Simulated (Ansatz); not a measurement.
Relax this structure to zero stress and force, keeping its symmetry:

```yaml
crystal:
  lattice:
    - [4.66600, 0.00000, 0.00000]
    - [0.00000, 4.66600, 0.00000]
    - [0.00000, 0.00000, 4.66600]
  atoms:
    - { symbol: Y, position: [0.00000, 0.00000, 0.00000] }
    - { symbol: Sn, position: [0.00000, 0.50000, 0.50000] }
    - { symbol: Sn, position: [0.50000, 0.00000, 0.50000] }
    - { symbol: Sn, position: [0.50000, 0.50000, 0.00000] }
```

Computed with DFT PBEsol, scalar-relativistic, plane waves, PAW in Ansatz.

Settings: cutoff 420 eV, Γ-centred mesh 10×10×10 on the computed 4-atom cell, Gaussian smearing of 0.10 eV; no spin polarisation.

Task: What does it relax to?

Result: The volume falls by 0.31 Å³/atom to 25.09 Å³/atom, and the energy falls by 0.8 meV/atom. Final structure:
```cif
data_structure
_symmetry_space_group_name_H-M 'Pm-3m'
_symmetry_Int_Tables_number 221
_cell_length_a 4.6471
_cell_length_b 4.6471
_cell_length_c 4.6471
_cell_angle_alpha 90.000
_cell_angle_beta 90.000
_cell_angle_gamma 90.000
_cell_volume 100.36
loop_
_atom_site_label
_atom_site_type_symbol
_atom_site_symmetry_multiplicity
_atom_site_Wyckoff_symbol
_atom_site_fract_x
_atom_site_fract_y
_atom_site_fract_z
_atom_site_occupancy
Y1 Y 1 a 0.00000 0.00000 0.00000 1
Sn1 Sn 3 c 0.00000 0.50000 0.50000 1
```